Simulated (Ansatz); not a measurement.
**Property card for two-dimensional WS2**

WS2:
```
WS2
1.0
    3.12538     0.00000     0.00000
   -1.56269     2.70666     0.00000
    0.00000     0.00000    33.00000
S W
2 1
Direct
  0.00000   0.00000   0.45271
  0.00000   0.00000   0.54729
  0.66667   0.33333   0.50000
```
The layer is periodic in x and y and isolated along z.

Method: the program Ansatz at the LDA level (PAW). Lattice and atoms are relaxed at this level; other levels are named.

**Structure**

```json
{
  "In-plane lattice": "a = 3.125 Å",
  "distance_between_the_outermost_nuclei": "3.12 Å"
}
```

**Electronic structure**

```json
{
 "band_gap": "1.99 eV (direct)",
 "valence_band_maximum": "at K",
 "conduction_band_minimum": "at K",
 "Ionisation potential (Kohn–Sham)": "5.95 eV",
 "Electron affinity (Kohn–Sham)": "3.96 eV",
 "Electron effective mass, in the valley at K": "0.30 mₑ",
 "Hole effective mass, in the valley at K": "0.41 mₑ"
}
```

Space group P-6m2 (1H). A layer that has been made, often on a substrate. The cell was relaxed with LDA under the symmetry of its start; its stability against distortions is not shown here. No spin polarisation was allowed. Spin–orbit coupling is left out wherever it is not named.

Potentials: the later of the program's two PAW sets.
